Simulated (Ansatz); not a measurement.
**Equation of state of molybdenum, diamond**

These are results of Ansatz 0.2.0, DFT, BLYP, plane waves (420 eV) with PAW, scalar-relativistic, not measurements. (PAW data from PBE, frozen cores regenerated.)

The cell is scaled uniformly from the relaxed one, with fractional coordinates and shape fixed. Energies are extrapolated to zero smearing, pressures are those at the given smearing. Magnetic state: spin not included.

```
V (Å³/atom)  E − E₀ (meV/atom)  P (GPa)
     21.349              124.4    15.68
     22.320               50.6     9.36
     23.290               11.3     4.23
     24.261                0.0     0.04
     25.231               11.7    -3.38
     26.201               42.0    -6.18
     27.172               87.7    -8.48
```

Fit a third-order Birch-Murnaghan equation.

V₀ = 24.22 Å³/atom, B₀ = 95 GPa, B₀′ = 4.1.
